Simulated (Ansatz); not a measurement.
K$_{3}$BAs$_{2}$ in space group C2/c (No. 15; K on 8f, K on 4e, B on 4e, As on 8f), r²SCAN in the plane-wave PAW code Ansatz. The conduction-band minimum lies at Γ, with 1 equivalent valley. Second derivatives d²E/dk² of the lowest band at one valley (eV·Å²), along Cartesian directions:

| direction | d²E/dk² |
|---|---|
| [100] | 13.44 |
| [010] | 8.586 |
| [001] | 14.55 |
| [110] | 11.03 |
| [101] | 13.62 |
| [011] | 11.58 |

Find the principal effective masses, the density-of-states mass and the conductivity mass.

Off-diagonal terms follow from H_xy = H[110] − (H_xx + H_yy)/2, and m*/mₑ = 7.620 eV·Å² over each eigenvalue: 0.52, 0.57, 0.89. One valley's DOS mass (m₁m₂m₃)^(1/3) = 0.64, conductivity mass 3/(Σ 1/mᵢ) = 0.62 mₑ.

What effective density of states Nc follows at 300 K for parabolic valleys?

Nc = 2.509e19 × 1 × (0.64)^(3/2) ≈ 1.3e19 cm⁻³.

The first step of the workflow began from a Materials Project structure, measured or hypothetical; the Crystallography Open Database copy checked does not list it. Whether it is the stable phase at ambient conditions was not checked. The r²SCAN relaxation kept the symmetry of its start; whether a distortion lowers the energy is not shown. Spin–orbit coupling is left out wherever it is not named.

Potentials: the later of the program's two PAW sets.

Edges and masses are those of Kohn–Sham bands, whose gap is no quasiparticle gap.
